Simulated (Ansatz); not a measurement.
## Structures of SnMo2: which is lowest?

Plane-wave DFT in Ansatz with scalar-relativistic PAW potentials, cutoff 420 eV, Γ-centred meshes chosen by cell and gap, Gaussian smearing with energies taken to zero width. Every cell was relaxed (cell and atoms) in a run of its own, within the symmetry of its start. Functional: PBE.

Relaxed structures (starts from databases or built by putting these elements on another compound's sites):
A. P6/mmm, 3 atoms in the computed cell, a = 4.510 Å, c = 3.069 Å; sites (symmetry × multiplicity) Sn 6/mmm × 1, Mo -6m2 × 2; start: built
B. Immm, 3 atoms in the computed cell, a = 2.847 Å, b = 4.969 Å, c = 7.629 Å; sites (symmetry × multiplicity) Sn mmm × 2, Mo mm2 × 4; start: built
C. I4/mmm, 3 atoms in the computed cell, a = 3.308 Å, c = 9.494 Å; sites (symmetry × multiplicity) Sn 4/mmm × 2, Mo 4mm × 4; start: built

Task: Rank them by energy. Could pressure change the order?

Result:
| structure | group | E − E(lowest) (meV/atom) | V (Å³/atom) | gap on mesh (eV) |
| --- | --- | --- | --- | --- |
| C | I4/mmm | 0.0 | 17.31 | 0.00 |
| B | Immm | 236 | 17.99 | 0.00 |
| A | P6/mmm | 373 | 18.03 | 0.00 |

C is lowest, 236 meV/atom under B. The lowest is also the densest of these, so pressure wouldn't bring one of the others in at first order. Other structures may lie lower than all of these, and vibrations aren't counted.